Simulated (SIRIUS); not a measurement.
Set-up for a self-consistent single point of Ge2Mo (I4/mmm, 6 atoms in the cell; from Materials Project mp-10201, changed as shown).

```
CELL_PARAMETERS angstrom
      3.25379     0.00000     0.00000
      0.00000     3.25379     0.00000
      0.00000     0.00000     8.02265
ATOMIC_POSITIONS crystal
  Ge 0.50000 0.50000 0.16167
  Ge 0.00000 0.00000 0.33833
  Ge 0.00000 0.00000 0.66167
  Ge 0.50000 0.50000 0.83833
  Mo 0.00000 0.00000 0.00000
  Mo 0.50000 0.50000 0.50000
```

Computed with LDA (PW92), GBRV LDA ultrasoft pseudopotentials (plane waves; SIRIUS).

SIRIUS settings:

| key | value |
|---|---|
| parameters.ngridk | 12 12 4 |
| parameters.xc_functionals | [XC_LDA_X, XC_LDA_C_PW] |
| parameters.gk_cutoff | 6.325 1/bohr |
| parameters.pw_cutoff | 14.143 1/bohr |
| parameters.smearing | fermi_dirac |
| parameters.smearing_width | 0.00367493 Ha |
| potentials | GBRV LDA ultrasoft pseudopotentials |
| parameters.electronic_structure_method | pseudopotential |
| parameters.num_bands | 50 |
| parameters.num_mag_dims | 0 |
| parameters.num_dft_iter | 100 |
| parameters.energy_tol | 1e-07 Ha |
| parameters.density_tol | 1e-06 |
| mixer.type | anderson |
| mixer.beta | 0.3 |
| mixer.use_hartree | true |

Results:

- Number of valence electrons = 84
- Number of bands = 50
- Number of k-points after the program's reduction = 84
- Number of plane waves (most at a k-point) = 2480
- Number of SCF iterations = 15
- FFT grid = 30 × 30 × 72
- Free energy E − TS = -15394.9701 eV
- Fermi level (on the code's own zero) = 17.95 eV
- Pressure = 5.51 GPa
- Largest force (vector length) = 0.194 eV/Å

Forces (eV/Å):
```
atom     Fx     Fy      Fz
----  -----  -----  ------
Ge1   0.000  0.000   0.194
Ge2   0.000  0.000  -0.194
Ge3   0.000  0.000   0.194
Ge4   0.000  0.000  -0.194
Mo5   0.000  0.000   0.000
Mo6   0.000  0.000   0.000
```

Stress (GPa, positive for compression):
```
4.54  0.00  0.00
0.00  4.54  0.00
0.00  0.00  7.46
```

For comparison: a first run was changed to give this one (lattice scaled by 0.98), and from it to this one the free energy goes down by 2.6 meV/atom, the pressure goes from -5.94 to 5.51 GPa and the largest force goes from 0.001 to 0.194 eV/Å.

The structure comes from a collection of computed structures, made at another level of theory; the collection holds predicted forms beside known ones.

Cost on one core: very roughly 2.6 core-minutes.
